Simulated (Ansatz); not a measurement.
This cell of Zn (hcp, Mg type) is off equilibrium:

```
Zn
1.0
    2.63445     0.00000     0.00000
   -1.31723     2.28150     0.00000
    0.00000     0.00000     4.93920
Zn
2
Direct
  0.33333   0.66667   0.75000
  0.66667   0.33333   0.25000
```

The numbers are results of PBE (plane waves to 420 eV, PAW, scalar-relativistic; Ansatz, a quantum-chemistry and plane-wave program), not measurements. k mesh 20×20×9 (Γ-centred), Fermi-Dirac smearing 0.05 eV. The energy includes the smearing's −TS. Stress and pressure are positive under compression. With partly filled bands, the response to shear is sensitive to the k mesh, so small differences along c/a are uncertain. The PAW data are Ansatz's earlier set. Zn was relaxed with its symmetry unable to fall.

Q: Give the stress tensor in GPa and the pressure.

A: 
```
    2.0      0.0      0.0
    0.0      2.0      0.0
    0.0      0.0      1.4
```
The pressure, a third of the trace, is 1.8 GPa.

Q: It is the relaxed cell deformed to V/V₀ = 0.960, (c/a)/(c/a)₀ = 0.947, c along z, fractional positions held. What is its energy relative to the relaxed cell?

A: 4 meV/atom.

(A scan under strain: stresses follow from slopes of the energy per volume, elastic moduli from its curvatures.)
